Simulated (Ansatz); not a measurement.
# Sn2TeS: phonons across the zone

The calculation used DFT PBE, scalar-relativistic, plane waves, PAW (Ansatz). Plane waves to 420 eV; Γ-centred k mesh 12×12×4; Gaussian smearing of 0.01 eV. No spin polarisation. Phonons by linear response, acoustic sum rule imposed.

Equilibrium structure at this level:
```xyz
8
Lattice="4.2655 0.0000 0.0000 -2.1327 3.6940 0.0000 0.0000 0.0000 15.5184" Properties=species:S:1:pos:R:3 pbc="T T T"
Sn    0.0000    2.4627    9.6163
Sn    2.1327    1.2313    1.8572
Sn    2.1327    1.2313    5.4649
Sn    0.0000    2.4627   13.2241
Te    0.0000    0.0000    0.1251
Te    0.0000    0.0000    7.8843
S     0.0000    2.4627    4.1916
S     2.1327    1.2313   11.9508
```

The structure comes from a generated guess, relaxed at this level; another structure or a mixture of phases may lie lower. Spin–orbit coupling is left out, which matters for heavy elements. The q mesh is coarse, so values between its points are rough.

Force constants from linear response on a 2×2×1 q mesh.

Problem. Is the structure dynamically stable on the q mesh?

Solution. Yes, on this mesh: no mode is imaginary. Between the mesh points the interpolation dips to 8i cm⁻¹.

Problem. Give the frequencies (cm⁻¹) at the zone-boundary points of high symmetry (interpolated where a point lies off the q mesh).

Solution.
| point | q | frequencies |
| --- | --- | --- |
| M | 0.500 0.000 0.000 | 30 43 43 51 54 55 56 56 64 77 84 89 95 107 108 109 121 130 131 133 142 153 179 180 |
| K | 0.333 0.333 0.000 | 28 28 48 49 64 64 69 69 70 70 83 91 116 116 118 118 123 127 132 142 142 146 153 153 |
| A | 0.000 0.000 0.500 | 16 16 16 16 30 30 40 40 40 40 73 73 106 106 106 106 144 144 152 152 152 152 198 198 |
| L | 0.500 0.000 0.500 | 37 37 43 43 55 55 58 58 71 71 91 91 98 98 112 112 124 124 132 132 148 148 179 179 |
| H | 0.333 0.333 0.500 | 28 28 48 48 66 66 67 67 70 70 87 87 116 116 119 119 125 125 139 139 145 145 150 150 |
